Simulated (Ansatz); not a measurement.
An Ansatz (an electronic-structure program) run. Input:

Ansatz 0.2 input:
```yaml
crystal:
  lattice:
    - [2.2142798418, 0.0, 0.0]
    - [-1.1071399209, 1.9176225941, 0.0]
    - [0.0, 0.0, 3.4998620458]
  atoms:
    - { symbol: Be, position: [0.3333333333, 0.6666666667, 0.75] }
    - { symbol: Be, position: [0.6666666667, 0.3333333333, 0.25] }
kpoints:
  mp_grid: { grid: [44, 44, 24] }
hamiltonian:
  xc: pbe
  dispersion: d3bj
  pseudopotentials: { kind: paw }
scf:
  occupations: { method: fermi_dirac, width: 0.1 }
elastic: { mode: relaxed_ion, stencil: two_point, amplitude: 0.005, f_tol: 0.0005 }
```

Output (shortened):

```
Pseudopotentials: kind: paw
Pseudopotential: Be, paw, valence charge 2
Functional definition: PBE
Crystal: 2 atoms, lattice volume = 14.861 Å³
Basis set: ecut = 420 eV, 299 PW (Γ), exchange–correlation on 30×30×48 points (8 copies of the dense FFT grid, shifted against one another)
Bands: 6, of which v1, the nominal top of the filled ones, is band 2 counted from 1 (1 counted from 0)
Symmetry: 24 space group operations
Space group: P63/mmc (ITA 194), of the structure as read, at distance tolerance 2.5e-5 Å
k-points: 2392 of 46464
Initial wavefunctions: pseudopotential atomic-orbital guess
Eigensolver: davidson
Functional: x = pbe(κ = 0.804, μ = 0.2195149727645171), c = pbe(β = 0.06672455060314922)
all-band conjugate gradients solve this SCF's bands
SCF 1 converged in 6 iterations: F = -186.263803 eV  dr2 = 8.30e-14
Crystal: 2 atoms, lattice volume = 14.787 Å³
Basis set: ecut = 420 eV, 291 PW (Γ), exchange–correlation on 30×30×48 points (8 copies of the dense FFT grid, shifted against one another)
Symmetry: 8 space group operations
k-points: 6591 of 46464
Initial density: handed on by an earlier stage of this run
Initial wavefunctions: pseudopotential atomic-orbital guess (no wavefunctions were taken with the density)
SCF 2 converged in 6 iterations: F = -186.263308 eV  dr2 = 4.96e-16
relax step   1: F+E_penalty+E_count = -186.26330762 eV  Δ(F+E_penalty+E_count) = +0.000e0 eV  max|allowed force component| = 1.343e-2 eV/Å  Δτ_max = 0.0000 Å  (6 SCF iters, accepted)
density extrapolation: transplant  |δρ|_rms = 1.419e-2 e/Å³  SAD shift = 7.741e-5 e/Å³
Crystal: 2 atoms, lattice volume = 14.787 Å³
Initial wavefunctions: those handed on with the density
SCF 3 converged in 6 iterations: F = -186.263327 eV  dr2 = 2.10e-14
relax step   2: F+E_penalty+E_count = -186.26332683 eV  Δ(F+E_penalty+E_count) = -1.921e-5 eV  max|allowed force component| = 5.141e-3 eV/Å  Δτ_max = 0.0010 Å  (6 SCF iters, accepted)
density extrapolation: transplant  |δρ|_rms = 1.419e-2 e/Å³  SAD shift = 4.798e-5 e/Å³
Crystal: 2 atoms, lattice volume = 14.787 Å³
SCF 4 converged in 6 iterations: F = -186.263330 eV  dr2 = 1.91e-14
relax step   3: F+E_penalty+E_count = -186.26333011 eV  Δ(F+E_penalty+E_count) = -3.283e-6 eV  max|allowed force component| = 1.922e-5 eV/Å  Δτ_max = 0.0006 Å  (6 SCF iters, accepted)
Crystal: 2 atoms, lattice volume = 14.787 Å³
SCF 5 converged in 9 iterations: F = -186.263330 eV  dr2 = 1.20e-14
Crystal: 2 atoms, lattice volume = 14.935 Å³
SCF 6 converged in 6 iterations: F = -186.263445 eV  dr2 = 1.03e-15
relax step   1: F+E_penalty+E_count = -186.26344501 eV  Δ(F+E_penalty+E_count) = +0.000e0 eV  max|allowed force component| = 1.326e-2 eV/Å  Δτ_max = 0.0000 Å  (6 SCF iters, accepted)
density extrapolation: transplant  |δρ|_rms = 1.419e-2 e/Å³  SAD shift = 1.228e-4 e/Å³
Crystal: 2 atoms, lattice volume = 14.935 Å³
SCF 7 converged in 6 iterations: F = -186.263467 eV  dr2 = 2.05e-14
relax step   2: F+E_penalty+E_count = -186.26346708 eV  Δ(F+E_penalty+E_count) = -2.207e-5 eV  max|allowed force component| = 1.603e-4 eV/Å  Δτ_max = 0.0016 Å  (6 SCF iters, accepted)
Crystal: 2 atoms, lattice volume = 14.935 Å³
SCF 8 converged in 8 iterations: F = -186.263467 eV  dr2 = 6.41e-14
density extrapolation: transplant  |δρ|_rms = 1.419e-2 e/Å³  SAD shift = 1.401e-3 e/Å³
Crystal: 2 atoms, lattice volume = 14.787 Å³
SCF 9 converged in 6 iterations: F = -186.263424 eV  dr2 = 1.58e-15
density extrapolation: first-order (α = -2.000)  |δρ|_rms = 1.419e-2 e/Å³  SAD shift = 1.388e-3 e/Å³
Crystal: 2 atoms, lattice volume = 14.935 Å³
SCF 10 converged in 5 iterations: F = -186.263197 eV  dr2 = 6.80e-14
Crystal: 2 atoms, lattice volume = 14.861 Å³
Symmetry: 4 space group operations
k-points: 11904 of 46464
SCF 11 converged in 6 iterations: F = -186.263590 eV  dr2 = 3.32e-15
relax step   1: F+E_penalty+E_count = -186.26359000 eV  Δ(F+E_penalty+E_count) = +0.000e0 eV  max|allowed force component| = 2.725e-4 eV/Å  Δτ_max = 0.0000 Å  (6 SCF iters, accepted)
Crystal: 2 atoms, lattice volume = 14.861 Å³
SCF 12 converged in 9 iterations: F = -186.263590 eV  dr2 = 1.01e-14
Crystal: 2 atoms, lattice volume = 14.861 Å³
SCF 13 converged in 6 iterations: F = -186.263590 eV  dr2 = 4.35e-15
relax step   1: F+E_penalty+E_count = -186.26359000 eV  Δ(F+E_penalty+E_count) = +0.000e0 eV  max|allowed force component| = 2.725e-4 eV/Å  Δτ_max = 0.0000 Å  (6 SCF iters, accepted)
Crystal: 2 atoms, lattice volume = 14.861 Å³
SCF 14 converged in 9 iterations: F = -186.263590 eV  dr2 = 9.54e-15
SCF converged after 6 iterations
Free energy (F): -186.263803 eV
Harris-Foulkes:  -186.263803 eV  (|F-HF|=5.68e-14)
Internal energy: -186.259917 eV  (E = F + TS)
E sigma→0 (E₀):  -186.261860 eV
Entropy (-TS):   -0.003886 eV (-1.943 meV/atom)
Fermi energy:    8.733672 eV
--- Per-component energies (eV) ---
  E_band       = 13.899277
  E_kinetic    = 43.773048
  E_local      = 6.185165  (includes V_loc(G=0)·N_el)
  E_nonlocal   = 9.170557
  E_hartree    = 0.086873
  E_xc         = -40.212932
  E_vxc        = -42.448967  (∫ρ·V_xc dr)
  E_paw        = -119.268422  (= ΣΔE_a)
  E_vpaw       = -2.954271  (= ΣTr[D̂ρ^β])
  E_aug_tail   = -0.000001  (compensation charges beyond the density's cutoff)
  E_ewald      = -85.236687
  E_disp       = -0.757518  (pairwise vdW)
  E_smearing   = -0.003886  (= −TS)
  E_closure    = 0.000000  (closes the sum)
  Σ components = -186.263803   (vs F -186.263803, Δ=0.00e0)
--- Forces (eV/Å), atoms counted from 1 ---
  atom   1  Be     0.00000000     0.00000000     0.00000000
  atom   2  Be     0.00000000     0.00000000     0.00000000
  max |Σ_I F_I| component: 3.70e-17 eV/Å
--- Stress (GPa, compression-positive) ---
        0.138392       0.000000       0.000000
        0.000000       0.138392       0.000000
        0.000000       0.000000      -0.253020
  P = ⅓ Tr σ = 0.0079 GPa (0.079 kbar)
  The stress holds the Pulay correction. Without it, at fixed plane waves, as pw.x and ABINIT print it: P = -0.0374 GPa
  The stress includes an estimate of the error left by incomplete SCF convergence (largest component 0.0000 GPa).
--- Band table (eV; the first three rows and the last of 2392) ---
  k-point 0: bands = ["-2.9754", "4.0100", "9.9785", "25.5844", "25.5844", "28.5434"]
  k-point 1: bands = ["-2.9601", "3.9155", "10.1096", "25.5988", "25.5988", "28.5390"]
  k-point 2: bands = ["-2.9141", "3.6543", "10.4806", "25.6417", "25.6417", "28.5258"]
  k-point 2391: bands = ["7.4806", "7.4806", "9.1095", "9.1095", "15.5611", "15.5611"]
  band table: 6 of 6 bands, residual norms ≤ 1.0e-3 eV
--- Elastic constants: 3 strain directions × 2 members + reference (group order 24) ---
  dense FFT box of the reference and of every strained cell: 15×15×24
  strains applied: 11, 33, 23; error gains …
  pairwise dispersion correction: d3bj (s6 = 1.0, s8 = 0.7875, a1 = 0.4289, a2_bohr = 4.4407), with the weights of each atom's references fixed at the …
  C = ∂σ_k/∂η_j (tension-positive GPa; Voigt order 11 22 33 23 13 12):
       349.000     30.326      5.257      0.000      0.000      0.000
        30.326    349.000      5.257      0.000      0.000      0.000
         4.896      4.896    425.193      0.000      0.000      0.000
         0.000      0.000      0.000    183.991      0.000      0.000
         0.000      0.000      0.000      0.000    183.991      0.000
         0.000      0.000      0.000      0.000      0.000    159.337
  reference stress σ⁰ (GPa):     -0.138     -0.138      0.253      0.000      0.000      0.000
  moduli (Voigt/Reuss/Hill, GPa): K = 133.79/133.32/133.56   G = 177.64/176.05/176.85   E = 368.08   ν = 0.041
  mechanically stable: yes (min eigenvalue of sym C = 159.34 GPa)
  strain η (Voigt 11):  stress-route row diagonal C_11 = 349.00 GPa, energy-path curvature d²(F+E_count+ΔE)/dδ²/Ω₀ = 349.05 GPa
         δ    σ_11 (GPa)             F (eV)   n_scf  n_hpsi   n_pw
    -5.000e-3      -1.9108        -186.2633301       9  827702    302   relax 3 steps, max|allowed force component| 1.92e-5 eV/Å
     5.000e-3       1.5792        -186.2634671       8  815228    304   relax 2 steps, max|allowed force component| 1.60e-4 eV/Å
  strain η (Voigt 33):  stress-route row diagonal C_33 = 425.19 GPa, energy-path curvature d²(F+E_count+ΔE)/dδ²/Ω₀ = 425.21 GPa
         δ    σ_33 (GPa)             F (eV)   n_scf  n_hpsi   n_pw
    -5.000e-3      -1.8983        -186.2634236       6  259360    301   relax 0 steps, max|allowed force component| 4.90e-16 eV/Å
     5.000e-3       2.3536        -186.2631970       5  241120    306   relax 0 steps, max|allowed force component| 3.42e-16 eV/Å
  strain η (Voigt 23):  stress-route row diagonal C_44 = 183.99 GPa, energy-path curvature d²(F+E_count+ΔE)/dδ²/Ω₀ = 183.97 GPa
         δ    σ_23 (GPa)             F (eV)   n_scf  n_hpsi   n_pw
    -5.000e-3      -0.9200        -186.2635900       9  1494520    302   relax 1 steps, max|allowed force component| 2.73e-4 eV/Å
     5.000e-3       0.9200        -186.2635900       9  1494503    302   relax 1 steps, max|allowed force component| 2.73e-4 eV/Å
```

Cost: roughly 15 core-minutes on shared cores.

Space group P6_3/mmc (hcp (Mg type)). The cell was relaxed with PBE+D3(BJ) under the symmetry of its start. The pairwise dispersion correction was not fitted to metals. As this level gives no gap, shear constants depend on the k-mesh and smearing (Fermi–Dirac, 0.1 eV here). Axis ratios of metals converge slowly with the k-mesh, so a and c are less sure than the volume.

Potentials: the later of the program's two PAW sets.

Ansatz is a plane-wave DFT program.
